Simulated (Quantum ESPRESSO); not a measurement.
# Zn4Se3O: input and log of a self-consistent run

Computed values, not a measurement. The program is pw.x of Quantum ESPRESSO 7.5 (plane-wave density functional theory). The cell is made up: 8 atoms on a zincblende/diamond lattice, with randomly drawn elements, strain and displacements, not relaxed. PseudoDojo standard norm-conserving files (v0.5 for PBE, v0.4.1 for LDA and PBEsol) set the functional; there is no spin polarisation, spin-orbit coupling or dispersion term, and the masses in the input are unused placeholders.

Input:

```
&control calculation='scf', pseudo_dir='./dojo.nc.sr.pbe.v0_5.standard.upf', outdir='./o', disk_io='medium', tprnfor=.true., tstress=.true. /
&system ibrav=0, nat=8, ntyp=3, nbnd=73, ecutwfc=85.99341389, nosym=.true., tot_charge=0,
 occupations='smearing', smearing='fd', degauss=0.0018374661
/
&electrons conv_thr=7.350e-09, electron_maxstep=60, /
ATOMIC_SPECIES
O 1.0 O.upf
Se 1.0 Se.upf
Zn 1.0 Zn.upf
CELL_PARAMETERS angstrom
5.5546 0.0413 -0.032
0.0413 5.7406 -0.0301
-0.032 -0.0301 5.6093
ATOMIC_POSITIONS angstrom
Zn -0.0008 0.0758 -0.0141
Zn 0.0301 2.7828 2.7368
Zn 2.7459 0.0516 2.685
Zn 2.8508 2.9556 -0.0677
Se 1.4038 1.3287 1.43
Se 1.4338 4.3261 4.1513
Se 4.0454 1.4038 4.1418
O 4.2197 4.4545 1.3408
K_POINTS automatic
4 4 4 1 1 1
```

The log is shortened where brackets say so; the opening notice, blank lines, dates and the lines on written files are dropped, and the path of the files is cut. It prints rydbergs, bohrs and kilobars, and counts compression as positive stress. With no partly filled state, the Fermi energy that it prints is only some level between the filled and the empty states on the mesh, and need not lie in the true gap.

```
     Program PWSCF v.7.5
     Parallel version (MPI & OpenMP), running on       1 processor cores
     Number of MPI processes:                 1
     Threads/MPI process:                     1
     [start-up lines left out]
     bravais-lattice index     =            0
     lattice parameter (alat)  =      10.4971  a.u.
     unit-cell volume          =    1206.8848 (a.u.)^3
     number of atoms/cell      =            8
     number of atomic types    =            3
     number of electrons       =       134.00
     number of Kohn-Sham states=           73
     kinetic-energy cutoff     =      85.9934  Ry
     charge density cutoff     =     343.9737  Ry
     scf convergence threshold =      7.3E-09
     mixing beta               =       0.7000
     number of iterations used =            8  plain     mixing
     Exchange-correlation= PBE
                           (   1   4   3   4   0   0   0)
     [axes and pseudopotential details left out]
   Cartesian axes
     site n.     atom                  positions (alat units)
         1        Zn     tau(   1) = (  -0.0001440   0.0136457  -0.0025383  )
         2        Zn     tau(   2) = (   0.0054187   0.5009680   0.4926870  )
         3        Zn     tau(   3) = (   0.4943252   0.0092892   0.4833618  )
         4        Zn     tau(   4) = (   0.5132096   0.5320760  -0.0121876  )
         5        Se     tau(   5) = (   0.2527163   0.2391966   0.2574329  )
         6        Se     tau(   6) = (   0.2581170   0.7787975   0.7473295  )
         7        Se     tau(   7) = (   0.7282651   0.2527163   0.7456193  )
         8        O      tau(   8) = (   0.7596431   0.8019125   0.2413748  )
     number of k points=    32  Fermi-Dirac smearing, width (Ry)=  0.0018
                       cart. coord. in units 2pi/alat
        k(    1) = (   0.1248290   0.1207134   0.1251464), wk =   0.0625000
        k(    2) = (   0.1262457   0.1220014   0.3727344), wk =   0.0625000
     [further k points left out]
     Dense  grid:   130021 G-vectors     FFT dimensions: (  64,  72,  64)
     Estimated max dynamical RAM per process >     212.83 MB
     Initial potential from superposition of free atoms
     starting charge     133.9992, renormalised to     134.0000
     Starting wfcs are   71 randomized atomic wfcs +    2 random wfcs
     total cpu time spent up to now is       26.8 secs
     per-process dynamical memory:   107.0 Mb
     Self-consistent Calculation
     iteration #  1     ecut=    85.99 Ry     beta= 0.70
     Davidson diagonalization with overlap
     ethr =  1.00E-02,  avg # of iterations =  4.5
     Threshold (ethr) on eigenvalues was too large:
     Diagonalizing with lowered threshold
     Davidson diagonalization with overlap
     ethr =  8.42E-04,  avg # of iterations =  1.0
     total cpu time spent up to now is      164.6 secs
     total energy              =   -2432.40236729 Ry
     estimated scf accuracy    <       1.11547581 Ry
     iteration #  2     ecut=    85.99 Ry     beta= 0.70
     Davidson diagonalization with overlap
     ethr =  8.32E-04,  avg # of iterations =  7.0
     total cpu time spent up to now is      253.2 secs
     total energy              =   -2431.47594046 Ry
     estimated scf accuracy    <       9.99898073 Ry
     iteration #  3     ecut=    85.99 Ry     beta= 0.70
     Davidson diagonalization with overlap
     ethr =  8.32E-04,  avg # of iterations =  5.7
     total cpu time spent up to now is      353.7 secs
     total energy              =   -2432.99910605 Ry
     estimated scf accuracy    <       0.31924483 Ry
     iteration #  4     ecut=    85.99 Ry     beta= 0.70
     Davidson diagonalization with overlap
     ethr =  2.38E-04,  avg # of iterations =  2.0
     total cpu time spent up to now is      447.8 secs
     total energy              =   -2433.00730410 Ry
     estimated scf accuracy    <       0.06730332 Ry
     iteration #  5     ecut=    85.99 Ry     beta= 0.70
     Davidson diagonalization with overlap
     ethr =  5.02E-05,  avg # of iterations =  2.2
     total cpu time spent up to now is      537.8 secs
     total energy              =   -2433.00895636 Ry
     estimated scf accuracy    <       0.00852985 Ry
     [iterations 6 to 7 left out]
     iteration #  8     ecut=    85.99 Ry     beta= 0.70
     Davidson diagonalization with overlap
     ethr =  7.85E-08,  avg # of iterations =  2.8
     total cpu time spent up to now is      736.4 secs
     total energy              =   -2433.01078285 Ry
     estimated scf accuracy    <       0.00000323 Ry
     iteration #  9     ecut=    85.99 Ry     beta= 0.70
     Davidson diagonalization with overlap
     ethr =  2.41E-09,  avg # of iterations =  3.9
     total cpu time spent up to now is      809.2 secs
     total energy              =   -2433.01078384 Ry
     estimated scf accuracy    <       0.00000041 Ry
     iteration # 10     ecut=    85.99 Ry     beta= 0.70
     Davidson diagonalization with overlap
     ethr =  3.09E-10,  avg # of iterations =  2.1
     total cpu time spent up to now is      880.4 secs
     total energy              =   -2433.01078389 Ry
     estimated scf accuracy    <       0.00000012 Ry
     iteration # 11     ecut=    85.99 Ry     beta= 0.70
     Davidson diagonalization with overlap
     ethr =  9.13E-11,  avg # of iterations =  2.0
     total cpu time spent up to now is      951.3 secs
     total energy              =   -2433.01078391 Ry
     estimated scf accuracy    <       0.00000001 Ry
     iteration # 12     ecut=    85.99 Ry     beta= 0.70
     Davidson diagonalization with overlap
     ethr =  8.60E-12,  avg # of iterations =  3.2
     total cpu time spent up to now is     1031.3 secs
     End of self-consistent calculation
          k = 0.1248 0.1207 0.1251 ( 16253 PWs)   bands (ev):
  -118.0452-118.0394-118.0113-117.9674 -72.2429 -72.2175 -72.2086 -72.1992
   -72.1850 -72.1776 -72.1770 -72.1667 -72.1426 -72.1401 -72.1356 -72.0981
   -40.0613 -40.0536 -40.0272 -40.0072 -40.0051 -39.9304 -39.9261 -39.9174
   -39.9034 -39.9001 -39.7766 -39.7707 -39.7655 -39.7562 -39.7541  -8.0707
    -6.0168  -5.3590  -5.0908   0.5245   0.5949   0.6962   0.7390   0.8008
     0.8266   0.8514   0.9147   0.9498   1.0231   1.0354   1.0600   1.0684
     1.0858   1.0963   1.1238   1.1304   1.1645   1.2559   1.2850   2.6495
     2.8746   3.0361   4.6737   4.7832   5.1261   5.2256   5.6590   5.6972
     6.1168   6.8786   6.9383   8.7135  10.2429  10.8292  10.9293  11.1333
    11.5466
     [levels at the other k points left out]
     the Fermi energy is     7.7781 ev
!    total energy              =   -2433.01078391 Ry
     estimated scf accuracy    <          6.4E-10 Ry
     smearing contrib. (-TS)   =      -0.00000000 Ry
     internal energy E=F+TS    =   -2433.01078391 Ry
     The total energy is F=E-TS. E is the sum of the following terms:
     one-electron contribution =   -1879.63690076 Ry
     hartree contribution      =     958.23482692 Ry
     xc contribution           =    -333.17341660 Ry
     ewald contribution        =   -1178.43529347 Ry
     convergence has been achieved in  12 iterations
     Forces acting on atoms (cartesian axes, Ry/au):
     atom    1 type  3   force =    -0.03709119   -0.04865571    0.01904429
     atom    2 type  3   force =    -0.03357502    0.04298811   -0.00320690
     atom    3 type  3   force =     0.06069876   -0.08527041   -0.00355851
     atom    4 type  3   force =     0.01887303    0.02978957    0.04409822
     atom    5 type  2   force =    -0.01709951    0.05961882   -0.05064050
     atom    6 type  2   force =    -0.01637973   -0.00564590   -0.00596196
     atom    7 type  2   force =     0.03436354    0.01819882    0.00356628
     atom    8 type  1   force =    -0.00978988   -0.01102330   -0.00334092
     Total force =     0.172476     Total SCF correction =     0.000144
     Computing stress (Cartesian axis) and pressure
          total   stress  (Ry/bohr**3)                   (kbar)     P=      -22.06
  -0.00010792  -0.00012217   0.00016218          -15.88      -17.97       23.86
  -0.00012217  -0.00021810   0.00001248          -17.97      -32.08        1.84
   0.00016218   0.00001248  -0.00012378           23.86        1.84      -18.21
     init_run     :     24.57s CPU     26.69s WALL (       1 calls)
     electrons    :    968.37s CPU   1004.50s WALL (       1 calls)
     forces       :     12.25s CPU     12.42s WALL (       1 calls)
     stress       :     29.99s CPU     30.85s WALL (       1 calls)
     [timing details left out]
     PWSCF        :  17m15.48s CPU  17m55.37s WALL
     JOB DONE.
```

In other units: free energy -33102.798 eV for the cell, pressure -2.21 GPa, largest force component 2.192 eV/Å. A rerun of a related cell, with the same atoms placed differently, at 1467 eV and a 6 x 6 x 6 mesh moved values by no more than 0.003 eV in energy, 0.02 GPa in stress and 0.002 eV/Å in force.